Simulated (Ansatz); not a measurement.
Rb2PtCl6:
```cif
data_Cl24Pt4Rb8
_chemical_formula_sum 'Rb8 Pt4 Cl24'
_space_group_name_H-M_alt 'Fm-3m'
_space_group_IT_number 225
_space_group_name_Hall '-F 4 2 3'
_cell_length_a 9.98719
_cell_length_b 9.98719
_cell_length_c 9.98719
_cell_angle_alpha 90.000
_cell_angle_beta 90.000
_cell_angle_gamma 90.000
loop_
_atom_site_label
_atom_site_type_symbol
_atom_site_symmetry_multiplicity
_atom_site_Wyckoff_symbol
_atom_site_fract_x
_atom_site_fract_y
_atom_site_fract_z
_atom_site_occupancy
Rb1 Rb 8 c 0.25000 0.25000 0.25000 1
Pt1 Pt 4 a 0.00000 0.00000 0.00000 1
Cl1 Cl 24 e 0.00000 0.00000 0.23383 1
```
(The calculation used a cell of 9 atoms; values per cell refer to that cell.)

Relaxed with r²SCAN. r²SCAN in the plane-wave PAW code Ansatz gives a gap of 2.14 eV.

Problem. What gap does HSE06 give on the same cell (Ansatz, PAW)?

Solution. 3.26 eV, 1.11 eV more. The hybrid was solved on a coarser mesh and at special points; the gap given is the minimum over both.

```
k  v1 r²SCAN  c1 r²SCAN  v1 HSE06  c1 HSE06
-  ---------  ---------  --------  --------
Γ      -0.18       3.03       [?]       [?]
X       0.00       2.14      0.00      3.26
L      -0.24       2.76       [?]       [?]
W       0.00       2.38       [?]       [?]
K      -0.05       2.35       [?]       [?]
```

Problem. Top valence (v1) and lowest conduction level (c1) in eV from each method's valence maximum (which need not be a listed point): supply the withheld HSE06 values.

Solution. 
- L, v1 HSE06: -0.25
- L, c1 HSE06: 3.92
- Γ, v1 HSE06: -0.06
- Γ, c1 HSE06: 4.23
- W, v1 HSE06: 0.00
- W, c1 HSE06: 3.51
- K, v1 HSE06: -0.05
- K, c1 HSE06: 3.47

Cost on shared cores: the r²SCAN run (SCF on a 5×5×5 mesh, then bands and DOS) around 2.6 core-minutes (rough), the HSE06 run (SCF on 3×3×3, then a few points) around 6 core-minutes (rough); the tasks are unlike.

The first step of the workflow began from a Materials Project structure, measured or hypothetical; the Crystallography Open Database files this formula in space group No. 225, but the cells were not matched. Its standing as an ambient phase is unchecked. The cell was relaxed with r²SCAN under the symmetry of its start; its stability against distortions is not shown here. No spin polarisation was allowed. Spin–orbit coupling is left out wherever it is not named.

Potentials: the later of the program's two PAW sets.
